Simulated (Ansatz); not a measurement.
Input:

RuW:
```xyz
4
Lattice="1.4037 -4.8876 0.0000 1.4037 4.8876 0.0000 0.0000 0.0000 4.3906" Properties=species:S:1:pos:R:3 pbc="T T T"
W      1.4037    -1.5483     1.0977
Ru     1.4037    -4.0313     1.0977
W      1.4037     1.5483     3.2930
Ru     1.4037     4.0313     3.2930
```

This is the r²SCAN-relaxed structure.

Question: All from the program Ansatz at the r²SCAN level (PAW), unless another level is named. Estimate the formation energy from the elements (no fitted shifts).

Answer: 0.20 eV/atom.

Question: Next, the density of states at the Fermi level?

Answer: 0.84 states/eV per atom (mean over ±0.08 eV).

Space group Cmcm. The start of the workflow was typed in or built on a structure type; neither database checked (COD, Materials Project) lists it. Whether it is the stable phase at ambient conditions was not checked. Symmetry was held in the r²SCAN relaxation; its stability against distortions is not shown here. No spin polarisation was allowed. Its formation energy is positive at this level, so the cell may be metastable or incomplete. The references are the lowest solids computed at this level, not always the standard phases. Spin–orbit coupling is left out wherever it is not named.

Potentials: the earlier of the program's two PAW sets.
